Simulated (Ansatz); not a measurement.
**Field gradients of GePt from run to run**

Cell of run 1: a structure deposited in the COD whose atoms were relaxed with PBE, the cell held.

```cif
data_GePt
_symmetry_space_group_name_H-M 'Pnma'
_symmetry_Int_Tables_number 62
_cell_length_a 5.7320
_cell_length_b 3.7010
_cell_length_c 6.0880
_cell_angle_alpha 90.000
_cell_angle_beta 90.000
_cell_angle_gamma 90.000
loop_
_atom_site_label
_atom_site_type_symbol
_atom_site_symmetry_multiplicity
_atom_site_Wyckoff_symbol
_atom_site_fract_x
_atom_site_fract_y
_atom_site_fract_z
Ge Ge 4 c 0.8168 0.7500 0.5879
Pt Pt 4 c 0.9981 0.7500 0.1902
```

One atom of each set is listed.

All runs are DFT with Ansatz 0.2.0 (plane waves and PAW, scalar-relativistic unless spin–orbit coupling is named, Γ-centred meshes, Fermi–Dirac smearing where given) in this cell.

Run 1: PBE, atoms relaxed; 420 eV, 8×13×8 k-points, smearing 0.05 eV.
Run 2: r2SCAN, at the relaxed atoms; 500 eV, 8×13×8 k-points, smearing 0.05 eV.
Run 3: PBE with spin–orbit coupling, at the relaxed atoms; 420 eV, 8×13×8 k-points, smearing 0.05 eV.
Run 4: LDA, at the relaxed atoms; 420 eV, 8×13×8 k-points, smearing 0.05 eV.

**Question.** What does each run give, and what moves the gradients most?

**Answer.** 

```json
{"run": "1", "Ge V_zz (η)": "-6.65 (1.00)", "Pt V_zz (η)": "4.45 (0.28)"}
{"run": "2", "Ge V_zz (η)": "6.94 (1.00)", "Pt V_zz (η)": "5.14 (0.28)"}
{"run": "3", "Ge V_zz (η)": "6.71 (0.98)", "Pt V_zz (η)": "3.85 (0.41)"}
{"run": "4", "Ge V_zz (η)": "-6.71 (0.98)", "Pt V_zz (η)": "4.28 (0.34)"}
```

V_zz in 10²¹ V/m². Against run 1, the gradient tensors on these sites move by at most 0.79 in run 2 (Pt), 0.60 in run 3 (Pt), 0.26 in run 4 (Pt). Taken one at a time, the functional (between the two that differ most) moves the tensors on these sites by up to 1.04 (largest principal value of the change, on Pt), spin–orbit coupling by 0.60 (Pt). Without a gap such differences can lie within the error of the k-mesh, so this order isn't firm. On some sites the largest principal value moves to another axis from run to run, and the sign of V_zz can flip with it. On Ge η is near 1, so the change of sign is little more than a relabelling of axes.

With these PAW files V_zz is typically within 2 to 3 % of all-electron values, but misses above 10 % occur on Pt. In runs 1, 2, 3, 4 there is no gap above 0.1 eV, so the gradients can move by 10 % or more with the k-mesh. The cell isn't the equilibrium one in runs 1, 3 (calculated pressure 7, 7 GPa), and the entry's cell may itself be off.
